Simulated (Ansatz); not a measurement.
BN:
```cif
data_BN
_chemical_formula_sum 'N1 B1'
_space_group_name_H-M_alt 'P 1'
_space_group_IT_number 1
_cell_length_a 2.47729
_cell_length_b 2.47729
_cell_length_c 2.47729
_cell_angle_alpha 60.000
_cell_angle_beta 60.000
_cell_angle_gamma 60.000
loop_
_space_group_symop_operation_xyz
  'x, y, z'
loop_
_atom_site_label
_atom_site_type_symbol
_atom_site_fract_x
_atom_site_fract_y
_atom_site_fract_z
_atom_site_occupancy
N1 N 0.00000 0.00000 0.00000 1
B1 B 0.50000 0.50000 0.50000 1
```

Relaxed with PBE.

Problem. Give the optical modes at the zone centre with their infrared and Raman activity from DFPT, the program Ansatz at the PBE level (PAW).

Solution. Transverse frequencies, without the LO–TO term; a row sums one degenerate level.

```
ω (cm⁻¹)  degeneracy  IR ((D/Å)²/amu)  Raman (Å⁴/amu)  activity  symmetry
--------  ----------  ---------------  --------------  --------  --------
713i               3           171.63               0        IR       T1u
```

Problem. How high does the top mode go among those that the LO–TO term moves?

Solution. 895 cm⁻¹ for q along x.

Space group Fm-3m (rock salt). A made-up cell: these elements were put on the sites of a structure type; neither database checked (COD, Materials Project) lists it. It is not the phase usual at ambient conditions (space group No. 186, 194, 216). The PBE relaxation kept the symmetry of its start. At this level the phase is dynamically unstable (imaginary phonons).

Potentials: the later of the program's two PAW sets.
